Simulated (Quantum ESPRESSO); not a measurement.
# Kohn-Sham bands of GaN (zinc blende)

```
GaN
1.0
    0.00000     2.25350     2.25350
    2.25350     0.00000     2.25350
    2.25350     2.25350     0.00000
Ga N
1 1
Direct
  0.00000   0.00000   0.00000
  0.25000   0.25000   0.25000
```

Structure: Materials Project mp-830, symmetrised, not relaxed again. Not found in the COD (Crystallography Open Database) copy used, which has the formula in other groups; not checked further. Method: PBEsol plane waves in Quantum ESPRESSO 7.5 (PseudoDojo norm-conserving files, 68 Ry, spinors with spin-orbit coupling), Bloch states on a 10×10×10 mesh through Γ, Wannier90 4.0.1. Density: 12×12×12 mesh, cold smearing 0.01 Ry.

Energies are relative to the valence-band maximum; weights are on the orthonormalised atomic waves of the pseudopotential files, averaged over the group. 18 electrons a cell are treated as valence.

Into which isolated groups do the bands fall, where do they lie and what are they made of?


```tsv
bands	from (eV)	to (eV)	filling	weight on atomic waves
1–2	-15.91	-14.85	filled	Ga 3d 41 %, N 2s 39 %, Ga 4p 14 %
3–12	-13.74	-11.13	filled	Ga 3d 90 %, N 2s 5 %
13–18	-7.10	0.00	filled	N 2p 70 %, Ga 4p 15 %, Ga 4s 9 %
```

The Kohn-Sham gap over both meshes and the path is 1.70 eV.
